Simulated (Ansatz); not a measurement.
The start is a randomly generated symmetric cell of Ga2Cu (space group No. 166). A full variable-cell relaxation at zero pressure is run with PBE (plane waves to 420 eV, PAW, scalar-relativistic; Ansatz, a program for electronic structure). The first steps use a coarse 8×8×8 k-mesh.

The start:
```
Ga2Cu
1.0
    5.35299     3.09055     1.59864
   -5.35299     3.09055     1.59864
    0.00000    -6.18110     1.59864
Cu Ga
3 6
Direct
  0.50000   0.50000   0.00000
  0.00000   0.50000   0.50000
  0.50000   0.00000   0.50000
  0.66980   0.66980   0.66980
  0.33020   0.33020   0.33020
  0.00000   0.00000   0.50000
  0.50000   0.00000   0.00000
  0.00000   0.50000   0.00000
  0.00000   0.00000   0.00000
```

- Outcome: The space group stays R-3m (No. 166) (the run could not lower it), with 9 atoms in the primitive cell
- Energy released: about 2.9 eV/atom
- Volume change: +1.9 %, from 17.63 to 17.97 Å³/atom
- Shortest distances (start → end): The closest pairs of elements (up to four, under 3.6 Å), start → end: Ga–Ga 1.58 → 2.51 Å; Cu–Ga 2.40 → 2.39 Å; Cu–Cu 3.48 → 3.63 Å
- Optimiser moves: 28

The end point of the relaxation:

```cif
data_Cu9Ga18
_chemical_formula_sum 'Cu9 Ga18'
_space_group_name_H-M_alt 'R-3m :H'
_space_group_IT_number 166
_space_group_name_Hall '-R 3 2"'
_cell_length_a 8.27290
_cell_length_b 8.27290
_cell_length_c 8.18531
_cell_angle_alpha 90.000
_cell_angle_beta 90.000
_cell_angle_gamma 120.000
loop_
_atom_site_label
_atom_site_type_symbol
_atom_site_symmetry_multiplicity
_atom_site_Wyckoff_symbol
_atom_site_fract_x
_atom_site_fract_y
_atom_site_fract_z
_atom_site_occupancy
Cu1 Cu 9 e 0.00000 0.50000 0.00000 1
Ga1 Ga 6 c 0.00000 0.00000 0.34678 1
Ga2 Ga 9 d 0.50000 0.50000 0.50000 1
Ga3 Ga 3 a 0.00000 0.00000 0.00000 1
```
(The calculation used a cell of 9 atoms; values per cell refer to that cell.)

Final values are on a 9×9×9 k-mesh of the relaxed cell. The start holds a very short contact (Ga–Ga 1.58 Å). No spin polarisation in the result.

The run could not lower the symmetry of its start; a shaken copy of this end point relaxes with PBE to P-1 (No. 2), 0.22 eV/atom lower.

The relaxed structure here is a generated cell of Ga2Cu: the first start was made by a random draw of sites in a space group, and the end was not matched to a known phase here, so it may be hypothetical.
